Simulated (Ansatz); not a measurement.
Relaxed-ion elastic tensor of Cu$_{3}$PdN (anti-perovskite, Pm-3m) in GPa (Voigt order), plane-wave PAW LDA (Ansatz code); density 9.58 g/cm³, 10.78 Å³ per atom.

```
 352   145   145   0.0   0.0   0.0
 145   352   145   0.0   0.0   0.0
 145   145   352   0.0   0.0   0.0
 0.0   0.0   0.0  60.1   0.0   0.0
 0.0   0.0   0.0   0.0  60.1   0.0
 0.0   0.0   0.0   0.0   0.0  60.1
```

Task: Is the crystal mechanically stable?

Result: Yes: the smallest eigenvalue of C is 60.1 GPa.

Task: Work out the Voigt, Reuss and Hill averages.

Result: K_V = 214, K_R = 214, K_H = 214; G_V = 77.6, G_R = 72.2, G_H = 74.9 GPa.

Task: Give Young's modulus, Poisson's ratio, Pugh's ratio and the universal anisotropy index.

Result: E = 9KG/(3K + G) = 201 GPa; ν = 0.34; K/G = 2.86 (ductile by the Pugh limit of 1.75); A_U = 5G_V/G_R + K_V/K_R − 6 = 0.37.

Task: Estimate the sound speeds and the Debye temperature.

Result: v_l = √((K + 4G/3)/ρ) = 5720 m/s, v_t = √(G/ρ) = 2800 m/s, mean 3140 m/s; Θ = (h/k)(3n/4πV)^(1/3) v_m = 423 K.

Task: Give the Zener ratio and Young's modulus along [100], [110] and [111].

Result: A = 2C44/(C11 − C12) = 0.58; 1/E = S11 − 2(S11 − S12 − S44/2)Γ with Γ = 0, 1/4, 1/3 gives 268, 182, 165 GPa.

Task: Solve the Christoffel equation for the three sound speeds along [100], [110], [111].

Result: Eigenvalues of C_ijkl n_j n_l equal ρv². In km/s, slowest first: [100] 2.50, 2.50, 6.06; [110] 2.50, 3.29, 5.67; [111] 3.05, 3.05, 5.54.

The first step of the workflow began from a Materials Project structure, measured or hypothetical; the Crystallography Open Database copy checked does not list it. Its standing as an ambient phase is unchecked. Symmetry was held in the LDA relaxation; its stability against distortions is not shown here. No spin polarisation was allowed. A small band overlap can be real or an error of a semilocal functional. As this level gives no gap, shear constants depend on the k-mesh and smearing (Fermi–Dirac, 0.1 eV here).

Potentials: the later of the program's two PAW sets.
